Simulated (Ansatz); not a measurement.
**What DFT gives for SiO2**

```yaml
crystal:
  lattice:
    - [4.70590, 0.00000, 0.00000]
    - [0.00000, 4.70590, 0.00000]
    - [0.00000, 0.00000, 6.34322]
  atoms:
    - { symbol: Si, position: [0.33160, 0.33160, 0.00000] }
    - { symbol: Si, position: [0.16840, 0.83160, 0.25000] }
    - { symbol: Si, position: [0.66840, 0.66840, 0.50000] }
    - { symbol: Si, position: [0.83160, 0.16840, 0.75000] }
    - { symbol: O, position: [0.22970, 0.16480, 0.21190] }
    - { symbol: O, position: [0.33520, 0.72970, 0.46190] }
    - { symbol: O, position: [0.77030, 0.83520, 0.71190] }
    - { symbol: O, position: [0.66480, 0.27030, 0.96190] }
    - { symbol: O, position: [0.72970, 0.33520, 0.53810] }
    - { symbol: O, position: [0.83520, 0.77030, 0.28810] }
    - { symbol: O, position: [0.27030, 0.66480, 0.03810] }
    - { symbol: O, position: [0.16480, 0.22970, 0.78810] }
```

The numbers come from plane-wave PAW DFT (Ansatz): r2SCAN, no spin polarisation, 500 eV, 6×6×4 Γ-centred k points, tetrahedron occupations. Nothing was relaxed.

What is the character of the valence top and the conduction bottom?

Within 0.7 eV of the edges, the states project mainly on O p (97 %) below the gap and on Si s (50 %) and O s (23 %) above it.

Which atom feels the largest force, and which way?

The largest is on O5 (and as large on other atoms): 0.49 eV/Å, components (-0.04, 0.08, -0.48). It makes 107° with the line to a nearest neighbour, Si2 at 1.61 Å.

What is the formation energy?

-2.98 eV an atom against the elements' usual phases (free molecules for gases, crystals otherwise, with no correction for O₂ or N₂), so it is bound against them; other compounds may still compete. Relaxing would lower it.

Is there a gap, and of what kind?

The gap is 6.56 eV, direct at the points sampled. A semilocal functional usually gives too small a gap.

Origin: a database entry at a rescaled volume. Caveats: empty levels are not fully converged; forces and stress under tetrahedra may miss the slope of the energy.
